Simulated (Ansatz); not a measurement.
LaHg (CsCl type, Pm-3m) at seven volumes, PBEsol (plane waves, PAW; program Ansatz), scaled uniformly. One row is withheld.

| V (Å³/atom) | P (GPa) |
|---|---|
| 25.702 | 6.65 |
| 26.549 | 4.06 |
| 27.396 | ? |
| 28.244 | 0.00 |
| 29.091 | -1.59 |
| 29.938 | -2.94 |
| 30.786 | -4.08 |

Q: Fit the shown pressures and predict the withheld one.

A: P = (3/2)B₀(x^(7/2) − x^(5/2))[1 + (3/4)(B′ − 4)(x − 1)] with x = (V₀/V)^(2/3). Least squares on the six rows gives V₀ = 28.242 Å³/atom, B₀ = 57.3 GPa, B′ = 4.42. At V = 27.396, x = 1.0205 and P = 1.86 GPa. The run itself gave 1.86 GPa.

The workflow started from an entry of the Crystallography Open Database (COD). Whether it is the stable phase at ambient conditions was not checked. The cell was relaxed with PBEsol under the symmetry of its start; of distortions, only those at the zone centre were tested. Spin–orbit coupling is left out wherever it is not named.

Potentials: the later of the program's two PAW sets.
